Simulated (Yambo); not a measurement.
Yambo run on NaVO$_{2}$F$_{2}$ (space group P2_1, No. 4). The wavefunctions come from this Quantum ESPRESSO step (PBEsol, PseudoDojo standard norm-conserving files, scalar-relativistic):

```
&CONTROL
  calculation = 'nscf'
  pseudo_dir = './pseudo'
  outdir = './out'
/
&SYSTEM
  ibrav = 0
  nat = 12
  ntyp = 4
  ecutwfc = 88.0
  ecutrho = 352.0
  occupations = 'fixed'
  force_symmorphic = .true.
  nbnd = 195
/
&ELECTRONS
  conv_thr = 1.2000000000000002e-08
  diago_full_acc = .true.
  diago_thr_init = 1e-08
/
ATOMIC_SPECIES
O 15.9990 O.upf
F 18.9984 F.upf
Na 22.9898 Na.upf
V 50.9415 V.upf
CELL_PARAMETERS angstrom
  6.562860000000   0.000000000000   0.000000000000
  0.000000000000   3.575520000000   0.000000000000
 -2.509690000000   0.000000000000   6.878018000000
ATOMIC_POSITIONS crystal
O   0.714790000000   0.262890000000   0.556700000000
O   0.285210000000   0.762890000000   0.443300000000
O   0.905160000000   0.739360000000   0.859880000000
O   0.094840000000   0.239360000000   0.140120000000
F   0.378990000000   0.728290000000   0.117410000000
F   0.621010000000   0.228290000000   0.882590000000
F   0.136560000000   0.227820000000   0.756690000000
F   0.863440000000   0.727820000000   0.243310000000
Na   0.364780000000   0.726350000000   0.784950000000
Na   0.635220000000   0.226350000000   0.215050000000
V   0.861440000000   0.256190000000   0.785230000000
V   0.138560000000   0.756190000000   0.214770000000
K_POINTS automatic
2 4 2 0 0 0
```

Yambo input:

```
rim_cut
gw0
dyson
el_el_corr
HF_and_locXC
ppa
em1d
RandQpts= 1000000
RandGvec= 1 Ry
EXXRLvcs= 88 Ry
VXCRLvcs= 352 Ry
Chimod= "HARTREE"
% BndsRnXp
 5 | 194 |
%
NGsBlkXp= 6 Ry
% LongDrXp
 1.0 | 1.0 | 1.0 |
%
PPAPntXp= 27.2114 eV
% GbndRnge
 1 | 194 |
%
GTermKind= "BG"
DysSolver= "n"
ExtendOut
% QPkrange
 1 | 1 | 48 | 49 |
 4 | 4 | 48 | 49 |
 6 | 6 | 48 | 49 |
 7 | 7 | 48 | 49 |
 8 | 8 | 48 | 49 |
 11 | 11 | 48 | 49 |
 12 | 12 | 48 | 49 |
%
```

k points by index: 1 = Γ, 4 = (0, 0.25, -0.5), 6 = (0, -0.5, -0.5), 7 = (-0.5, 0, 0), 8 = (-0.5, 0, -0.5), 11 = (-0.5, -0.5, 0), 12 = (-0.5, -0.5, -0.5).

The o-*.qp file then holds:

```
#    K-point    Band    Eo [eV]    E [eV]    E-Eo [eV]    Vxc [eV]    Vnlxc [eV]    Sc|Eo [eV]    Sc|E [eV]    dSc/dw|Eo [eV]    Re(Z)    Im(Z)
#
    1    48    -0.469824    -1.003492    -0.533668    -19.14765    -23.97558    4.123371    4.294259    -8.710773    0.757506    -0.001750
    1    49    2.095013    3.737899    1.642886    -22.69467    -15.63704    -4.905701    -5.414745    -8.430519    0.763463    -0.001622
    4    48    0.000000    -0.524848    -0.524848    -19.95576    -25.06780    4.424008    4.587193    -8.457937    0.762876    -0.001616
    4    49    2.632865    4.359947    1.727082    -22.47801    -15.09320    -5.109062    -5.657726    -8.643628    0.758924    -0.001730
    6    48    -0.203205    -0.804709    -0.601504    -19.79469    -24.92591    4.343085    4.529710    -8.440486    0.763249    -0.001621
    6    49    3.278991    5.158569    1.879578    -22.58858    -15.17948    -4.923122    -5.529521    -8.777936    0.756090    -0.002086
    7    48    -0.479951    -1.008412    -0.528461    -19.07809    -23.90049    4.124575    4.293935    -8.717914    0.757355    -0.001756
    7    49    2.073415    3.719180    1.645765    -22.62519    -15.54045    -4.930198    -5.438977    -8.411380    0.763873    -0.001616
    8    48    -0.467010    -1.002926    -0.535916    -19.14831    -24.00258    4.146983    4.318360    -8.699040    0.757753    -0.001744
    8    49    2.080342    3.726457    1.646115    -22.64574    -15.56653    -4.923787    -5.433095    -8.418355    0.763723    -0.001618
    11    48    -0.275220    -0.863344    -0.588125    -19.50101    -24.56627    4.294840    4.477139    -8.432314    0.763424    -0.001632
    11    49    3.247706    5.126079    1.878372    -22.38106    -15.04182    -4.865914    -5.460863    -8.618137    0.759466    -0.001421
    12    48    -0.313901    -0.913186    -0.599285    -19.47353    -24.59023    4.331608    4.517414    -8.434530    0.763377    -0.001642
    12    49    3.208809    5.071161    1.862352    -22.37151    -15.03633    -4.883638    -5.472827    -8.608379    0.759674    -0.925072E-3
```
(The two width columns are left out.) Convergence of these settings isn't established.

Geometry of the Materials Project entry, not relaxed at this level.

The runs are not spin-polarised; magnetic order was not tried.
